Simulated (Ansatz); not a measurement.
SrTiO3:
```yaml
crystal:
  lattice:
    - [3.89108, 0.00000, 0.00000]
    - [0.00000, 3.89108, 0.00000]
    - [0.00000, 0.00000, 3.89108]
  atoms:
    - { symbol: Sr, position: [0.00000, 0.00000, 0.00000] }
    - { symbol: Ti, position: [0.50000, 0.50000, 0.50000] }
    - { symbol: O, position: [0.00000, 0.50000, 0.50000] }
    - { symbol: O, position: [0.50000, 0.50000, 0.00000] }
    - { symbol: O, position: [0.50000, 0.00000, 0.50000] }
```

Tensor components refer to the Cartesian frame of this cell.

### Question
Give the high-frequency dielectric tensor and the Born effective charge tensors of the independent atoms from DFPT, PBEsol in the plane-wave PAW code Ansatz.

### Answer

ε∞:
```
6.31  0.00  0.00
0.00  6.31  0.00
0.00  0.00  6.31
```
Z* of atom 1 (Sr), rows: field, columns: displacement, in e:
```
2.56  0.00  0.00
0.00  2.56  0.00
0.00  0.00  2.56
```
Z* of atom 2 (Ti), rows: field, columns: displacement, in e:
```
7.30  0.00  0.00
0.00  7.30  0.00
0.00  0.00  7.30
```
Z* of atom 3 (O), rows: field, columns: displacement, in e:
```
-5.78   0.00   0.00
 0.00  -2.04   0.00
 0.00   0.00  -2.04
```

Space group Pm-3m (cubic perovskite). The PBEsol relaxation kept the symmetry of its start. The run is not spin-polarised. Scalar-relativistic: spin–orbit coupling is off unless named, which matters more the heavier the elements.

Potentials: the later of the program's two PAW sets.
